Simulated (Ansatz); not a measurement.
A crystal relaxed with r2SCAN in Ansatz has space group I4/mmm (No. 139) and a = 3.527 Å, c = 14.462 Å.

```csv
atom,site,x,y,z
Mg,2a,0.0000,0.0000,0.0000
Xx,4e,0.5000,0.5000,0.3531
Sr,4e,0.0000,0.0000,0.3404
Xx,2b,0.5000,0.5000,0.0000
```

r2SCAN gives a direct gap of 3.84 eV at Γ. HSE06 gives a direct gap of 4.66 eV at Γ. PBE gives a direct gap of 3.16 eV at Γ. Meshes: r2SCAN 10×10×10, HSE06 6×6×6, PBE 10×10×10. r2SCAN's ε∞ is 3.5 along all three axes, to this precision.

Q: Which element is Xx?
A. Se
B. Te
C. S
D. O

A: D. Xx is O: Sr₂MgO₃, ordered on the rocksalt lattice (I4/mmm) with 6 atoms a cell. Around Mg lie 6 O at 2.12–2.49 Å; around O lie 1 Mg at 2.12 Å and 4 Sr at 2.50 Å; around Sr lie 5 O at 2.31–2.50 Å; around O lie 2 Sr at 2.31 Å and 4 Mg at 2.49 Å.

The cell comes from a prototype generator: it can be a known phase or a hypothetical one. Spin polarisation is off.

The runs are scalar-relativistic, without spin-orbit coupling.

For a response run the program warns that the ground state's bands aren't all converged, so ε∞ carries an extra error.
